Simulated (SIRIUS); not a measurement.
A self-consistent single point of CdSe (P2_1, 4 atoms in the cell; from Materials Project mp-1070, changed as shown).

```
CdSe
1.0
    4.34609     0.00000     0.00000
   -2.15131     3.72619     0.00000
    0.00000     0.00000     7.08984
Cd Se
2 2
Direct
  0.66667   0.33333   0.49995
  0.33333   0.66667   0.99995
  0.66667   0.33333   0.87591
  0.33333   0.66667   0.37591
```

Level of theory: PBE, FP-LAPW (LAPW with two local orbitals a valence shell; core below -3 Ha), all-electron full potential with ZORA scalar-relativistic valence and Dirac core in SIRIUS.

SIRIUS settings:

- parameters.ngridk = 8 8 4
- basis = LAPW with two local orbitals a valence shell, core below -3 Ha
- unit_cell.atom_type_rmt = {Cd: 2.4, Se: 2.36} bohr
- parameters.xc_functionals = [XC_GGA_X_PBE, XC_GGA_C_PBE]
- parameters.aw_cutoff = 7
- parameters.pw_cutoff = 16 1/bohr
- parameters.smearing = gaussian
- parameters.smearing_width = 0.000367493 Ha
- parameters.electronic_structure_method = full_potential_lapwlo
- parameters.lmax_apw = 8
- parameters.lmax_rho = 8
- parameters.lmax_pot = 8
- parameters.auto_rmt = 0
- parameters.num_fv_states = 41
- parameters.num_mag_dims = 0
- parameters.num_dft_iter = 100
- parameters.energy_tol = 1e-07 Ha
- parameters.density_tol = 1e-06
- mixer.type = anderson
- mixer.beta = 0.2
- mixer.use_hartree = true

Results:

```
Property                                                   Result
------------------------------------------------  ---------------
Number of valence electrons                                    68
Number of bands                                                41
Number of k-points after the program's reduction              102
Size of the basis                                             420
Number of SCF iterations                                       13
FFT grid                                             45 × 45 × 72
Free energy E − TS                                -436813.1065 eV
Gap on the k-point mesh                                   0.53 eV
Largest force (vector length)                          0.088 eV/Å
```

Forces (eV/Å):
```
atom      Fx      Fy      Fz
----  ------  ------  ------
Cd1    0.033   0.060   0.048
Cd2   -0.033  -0.060   0.048
Se3    0.038   0.067  -0.043
Se4   -0.038  -0.067  -0.043
```

The gap is read on the k-point mesh of the run and can differ from the gap over the whole zone at this level.

For comparison: a first run was changed to give this one (lattice vector b scaled by 0.99), and from it to this one the free energy rises by 3.6 meV/atom, the largest force goes from 0.007 to 0.088 eV/Å and the gap on the mesh stays at 0.525 eV.

The structure comes from a collection of computed structures, made at another level of theory; the collection holds predicted forms beside known ones. Values depend on the basis (sphere radii, cutoffs, local orbitals), which need not be converged.

Cost on one core: roughly 2.3 core-minutes.
